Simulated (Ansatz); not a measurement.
Mo (bcc, W type)

```xyz
1
Lattice="-1.5753 1.5753 1.5753 1.5753 -1.5753 1.5753 1.5753 1.5753 -1.5753" Properties=species:S:1:pos:R:3 pbc="T T T"
Mo     0.0000     0.0000     0.0000
```

E(V) scan at fixed shape, V₀ the volume above. Symmetry pins the atoms to their sites.

Calculation: r2SCAN (plane waves to 500 eV, PAW, scalar-relativistic; Ansatz, a quantum-chemistry and plane-wave program). k mesh 22×22×22 (Γ-centred), Fermi-Dirac smearing 0.05 eV. The energy includes the smearing's −TS. Compression counts positive. On this mesh the relaxed cell isn't quite at rest: it carries a pressure of 0.1 GPa (compression positive) at the zero of the scan. Mo is run without spin polarisation. Mo was relaxed with its symmetry unable to fall. ΔE is measured from the relaxed starting cell. The last digit holds for this mesh only.

```tsv
V (Å³/atom)	ΔE (meV/atom)
14.073	158.5
14.464	85.4
14.855	36.5
15.246	withheld
15.637	0.0
16.028	7.7
16.418	29.9
16.809	65.0
17.200	111.4
```

**Question.** Fit a third-order Birch-Murnaghan form (E₀, V₀, B₀, B₀′ free) to the given rows and predict ΔE at V = 15.246.

**Answer.** Least squares on the 8 given rows: ΔE = E₀ + (9V₀B₀/16)·y²·[2 + (B₀′ − 4)y], y = (V₀/V)^(2/3) − 1, with V₀ = 15.643 Å³/atom, B₀ = 270.1 GPa (160.2 GPa = 1 eV/Å³; the term in eV is multiplied by 1000), B₀′ = 4.04, E₀ = 0.03 meV/atom; root-mean-square residual 0.05 meV/atom. At 15.246 the fit gives 8.9 meV/atom; the calculation gives 8.9 meV/atom, the same to the digits shown. For the pressure the fit gives 7.3 GPa against the computed 7.3 GPa.

(A scan under strain: stresses follow from slopes of the energy per volume, elastic moduli from its curvatures.)
